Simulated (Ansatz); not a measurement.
Ta2C:
```yaml
crystal:
  lattice:
    - [3.48586, 0.00000, 0.00000]
    - [0.00000, 3.48586, 0.00000]
    - [0.00000, 0.00000, 6.46564]
  atoms:
    - { symbol: Ta, position: [0.00000, 0.00000, 0.00000] }
    - { symbol: Ta, position: [0.50000, 0.50000, 0.00000] }
    - { symbol: Ta, position: [0.50000, 0.00000, 0.36745] }
    - { symbol: Ta, position: [0.00000, 0.50000, 0.63255] }
    - { symbol: C, position: [0.50000, 0.00000, 0.72510] }
    - { symbol: C, position: [0.00000, 0.50000, 0.27490] }
```

Relaxed with PBEsol. Special points in fractions of this cell's reciprocal vectors: Γ (0.000, 0.000, 0.000); X (0.000, 0.500, 0.000); M (0.500, 0.500, 0.000); Z (0.000, 0.000, 0.500); R (0.000, 0.500, 0.500); A (0.500, 0.500, 0.500).

List the band energies nearest the Fermi level at these points for PBEsol (plane waves, PAW; program Ansatz).

In eV from the Fermi level; about four levels below and three above (degenerate sets whole), none deeper than 8.9 eV; points with the same levels are listed once.

```
k                          below                above
-  -----------------------------  -------------------
Γ  -2.03 -2.03 -0.59 -0.59 -0.52       0.11 0.20 1.15
X        -1.63 -1.63 -0.24 -0.24  1.28 1.28 1.54 1.54
M        -2.21 -2.21 -1.16 -1.16  2.08 2.08 2.09 2.09
Z        -2.69 -1.74 -0.78 -0.78       0.06 1.21 1.46
R        -1.11 -1.11 -0.28 -0.28  1.10 1.10 1.24 1.24
A        -2.66 -2.66 -2.33 -2.33  2.02 2.02 2.47 2.47
```

Space group P4/nmm. A made-up cell: these elements were put on the sites of a structure type; neither database checked (COD, Materials Project) lists it. COD files the formula under space group No. 164. Its standing as an ambient phase is unchecked. The PBEsol relaxation kept the symmetry of its start; whether a distortion lowers the energy is not shown. The run is not spin-polarised. Scalar-relativistic: spin–orbit coupling is off unless named, which matters more the heavier the elements.

Potentials: the later of the program's two PAW sets.
